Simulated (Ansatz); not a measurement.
Input:

Zr:
```xyz
1
Lattice="2.9034 0.0000 0.0000 0.0000 2.9034 0.0000 0.0000 0.0000 2.9034" Properties=species:S:1:pos:R:3 pbc="T T T"
Zr     0.0000     0.0000     0.0000
```

This is the r²SCAN-relaxed structure.

Question: All from DFT-r²SCAN in the program Ansatz with PAW potentials, unless another level is named. Predict the density of states at the Fermi level.

Answer: 1.6 states/eV per atom (mean over ±0.08 eV).

Question: And the gap with spin–orbit coupling?

Answer: none (metallic).

Space group Pm-3m (simple cubic). A made-up cell: these elements were put on the sites of a structure type; neither database checked (COD, Materials Project) lists it. It is not the phase usual at ambient conditions (space group No. 194). The r²SCAN relaxation kept the symmetry of its start. At this level the phase is mechanically unstable. The run is not spin-polarised. Scalar-relativistic: spin–orbit coupling is off unless named, which matters more the heavier the elements.

Potentials: the later of the program's two PAW sets.
